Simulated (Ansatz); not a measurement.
## Al₃Ni₂: computed property card

Al$_{3}$Ni$_{2}$:
```cif
data_Al3Ni2
_chemical_formula_sum 'Al3 Ni2'
_space_group_name_H-M_alt 'P 1'
_space_group_IT_number 1
_cell_length_a 3.96545
_cell_length_b 3.96545
_cell_length_c 4.80754
_cell_angle_alpha 90.000
_cell_angle_beta 90.000
_cell_angle_gamma 120.000
loop_
_space_group_symop_operation_xyz
  'x, y, z'
loop_
_atom_site_label
_atom_site_type_symbol
_atom_site_fract_x
_atom_site_fract_y
_atom_site_fract_z
_atom_site_occupancy
Al1 Al 0.00000 0.00000 0.00000 1
Al2 Al 0.33333 0.66667 0.64804 1
Al3 Al 0.66667 0.33333 0.35196 1
Ni1 Ni 0.33333 0.66667 0.14593 1
Ni2 Ni 0.66667 0.33333 0.85407 1
```

Space group P-3m1 (No. 164), La2O3 or Ni2Al3 type; conventional cell a = b = 3.965 Å, c = 4.808 Å, α = β = 90.00°, γ = 120.00°.

Method: LDA (plane waves, PAW; program Ansatz). Structure relaxed to zero pressure with the same functional. Other levels are named where they apply.

**Cell and energy**

```yaml
volume_per_atom: 13.09 Å³
density: 5.03 g/cm³
Formation energy from the elements (no fitted shifts): -0.66 eV/atom
```

**Electronic structure**

```yaml
electronic_character: metallic (no gap)
Density of states at the Fermi level: 0.26 states/eV per atom (mean over ±0.08 eV)
```

**Mechanics**

```yaml
Bulk modulus (Birch–Murnaghan fit): 152 GPa
Pressure derivative B′: 4.3
```

**Phonons**

```yaml
highest_zone_centre_frequency: 392 cm^-1
zone_centre_stability: no imaginary mode at Γ
```

The first step of the workflow began from a Materials Project structure, measured or hypothetical; the Crystallography Open Database copy checked does not list it. Its standing as an ambient phase is unchecked. The LDA relaxation kept the symmetry of its start. The run is not spin-polarised. As this level gives no gap, phonon frequencies hold no LO–TO term and depend on the k-mesh and smearing (Fermi–Dirac, 0.1 eV here). Axis ratios of metals converge slowly with the k-mesh, so a and c are less sure than the volume. The references are the lowest solids computed at this level, not always the standard phases.

Potentials: the later of the program's two PAW sets.
